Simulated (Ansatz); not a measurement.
# Electric field gradients in Si$_{7}$C

Method: Ansatz, DFT PBE, scalar-relativistic, plane waves, PAW. Settings: 420 eV plane-wave cutoff, Γ-centred 8×8×8 mesh, Fermi-Dirac smearing of 0.15 eV. No spin polarisation.

Equilibrium structure at this level:
```
CELL_PARAMETERS angstrom
5.19496 0.00000 0.00000
0.00000 5.19496 0.00000
0.00000 0.00000 5.19496
ATOMIC_POSITIONS crystal
Si 0.22432 0.22432 0.22432
Si 0.00000 0.50000 0.50000
Si 0.50000 0.50000 0.00000
Si 0.50000 0.00000 0.50000
Si 0.77568 0.22432 0.77568
Si 0.77568 0.77568 0.22432
Si 0.22432 0.77568 0.77568
C 0.00000 0.00000 0.00000
```

The cell was built by swapping an element in a database structure (itself possibly hypothetical) and relaxing; it need not be the stable form of this composition. In a metal these results depend on the k mesh and the smearing.

Task: Give V_zz (10²¹ V/m²) and the asymmetry η at each distinct site.

Result:
```csv
atom,V_zz,η
Si (atom 1),1.91,0.00
Si (atom 2),0.627,0.00
C (atom 8),0.000,zero by symmetry
```

Cost: 1 run of about 0.12 core-minutes, on Arm Neoverse V2 (shared hosts).